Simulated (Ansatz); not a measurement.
Consider the following.

BaPb:
```cif
data_Ba4Pb4
_chemical_formula_sum 'Ba4 Pb4'
_space_group_name_H-M_alt 'Cmcm'
_space_group_IT_number 63
_space_group_name_Hall '-C 2c 2'
_cell_length_a 5.38973
_cell_length_b 12.74510
_cell_length_c 4.86000
_cell_angle_alpha 90.000
_cell_angle_beta 90.000
_cell_angle_gamma 90.000
loop_
_atom_site_label
_atom_site_type_symbol
_atom_site_symmetry_multiplicity
_atom_site_Wyckoff_symbol
_atom_site_fract_x
_atom_site_fract_y
_atom_site_fract_z
_atom_site_occupancy
Ba1 Ba 4 c 0.00000 0.13196 0.75000 1
Pb1 Pb 4 c 0.00000 0.57802 0.25000 1
```
(The calculation used a cell of 4 atoms; values per cell refer to that cell.)

This is the r²SCAN-relaxed structure.

Problem. All from plane-wave PAW r²SCAN (Ansatz code), unless another level is named. Predict the density of states at the Fermi level.

Solution. 0.29 states/eV per atom (mean over ±0.08 eV).

Problem. Give the formation energy from the elements (no fitted shifts).

Solution. -0.79 eV/atom.

The first step of the workflow began from a Materials Project structure, measured or hypothetical; the Crystallography Open Database copy checked does not list it. Whether it is the stable phase at ambient conditions was not checked. Symmetry was held in the r²SCAN relaxation; whether a distortion lowers the energy is not shown. The references are the lowest solids computed at this level, not always the standard phases. Spin–orbit coupling is left out wherever it is not named.

Potentials: the later of the program's two PAW sets.
